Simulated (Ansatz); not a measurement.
Q: Ag (diamond, Fd-3m) is relaxed with DFT-r²SCAN in the program Ansatz with PAW potentials. What lattice parameters of the conventional cell result?

A: a = 6.098 Å.

The start of the workflow was typed in or built on a structure type; neither database checked (COD, Materials Project) lists it. It is not the phase usual at ambient conditions (space group No. 225). The cell was relaxed with r²SCAN under the symmetry of its start. At this level the phase is mechanically unstable. The run is not spin-polarised.

Potentials: the earlier of the program's two PAW sets.
